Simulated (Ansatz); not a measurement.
Cs₂AgBiBr₆ (Fm-3m), relaxed with LDA (Ansatz, a first-principles code, plane waves, PAW): a = b = c = 10.9957 Å, α = β = γ = 90.00°.

```
Property                         Value
-------------------------------  -----
gap (eV)                          0.94
ΔH_f (eV/atom)                   -1.12
B₀ by P(V) fit (GPa)              32.9
electron conductivity mass (mₑ)   0.27
```

### Question
The same phase is relaxed and computed with r²SCAN in the same code. What are the cell and these values now?

### Answer
a = 11.3443 Å, b = 11.3443 Å, c = 11.3443 Å, α = 90.00°, β = 90.00°, γ = 90.00°.

* **gap (eV)**: 1.67
* **ΔH_f (eV/atom)**: -1.31
* **B₀ by P(V) fit (GPa)**: 24.5
* **electron conductivity mass (mₑ)**: 0.29

All cells were relaxed under the symmetry of their starts (and spin orders); stability against distortions was not tested throughout. Rows with no word on spin ran without spin polarisation. Spin–orbit coupling is left out wherever it is not named.

Potentials: the later of the program's two PAW sets.

Ansatz is a plane-wave DFT program.

Formation energies count from the lowest solids of the elements computed at the same level, not from gases.
